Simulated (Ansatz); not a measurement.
Ti-47 nuclear quadrupole resonance in TiSi2 at a changed volume

Cell: a COD entry, relaxed with PBE at fixed cell and then changed (volume scaled by 1.06, ions relaxed).

Space group Fddd:1 (No. 70); a = 4.8666, b = 8.3975, c = 8.6902 Å.

```csv
site,Wyckoff,site symmetry,x,y,z
Ti,8b,222,0.7500,0.7500,0.7500
Si,16f,.2.,0.2500,0.0871,0.2500
```

One atom of each set is listed; the run and its k-mesh use a cell of 6 atoms with edges of 6.04, 4.98, 4.85 Å.

All values are calculated (Ansatz; DFT, PBE, plane waves and PAW, scalar-relativistic, 420 eV cutoff, Γ-centred 13×13×13 k-points, Fermi–Dirac smearing 0.05 eV), not measured.

Ti-47: I = 5/2, Q = 302.0 mb (year-2017 value). Static lattice, zero field.

(1) At which frequencies do the Ti-47 NQR lines lie?

(2) And for ⁴⁹Ti (I = 7/2, Q = 247.0 mb) on Ti?

Results:

(1) For I = 5/2 and η = 0 the lines are 3|C_Q|/20 and twice that; η pulls their ratio below 2.

```json
{"site": "Ti", "atoms": "2", "V_zz (10²¹ V/m²)": "1.44", "C_Q (MHz)": "10.5", "η": "0.20", "line frequencies (MHz)": "1.64, 3.12"}
```

(2) C_Q scales with Q to 8.57 MHz, with lines at 0.699, 1.20, 1.83 MHz.

The run finds no gap above 0.1 eV (a metal, or nearly one), so the gradients can move by 10 % or more with the k-mesh. At this changed cell the PBE pressure is -6 GPa.

The relaxation (2 steps) took 85 s of wall time (84 s of CPU time) and 1.1 GiB at its peak, on 1 thread of Intel Xeon Platinum 8488C (Sapphire Rapids) (x86_64; 16 cores open to the job, memory cap 3.0 GiB, no GPU), a shared host with a load of 0.4 a core.
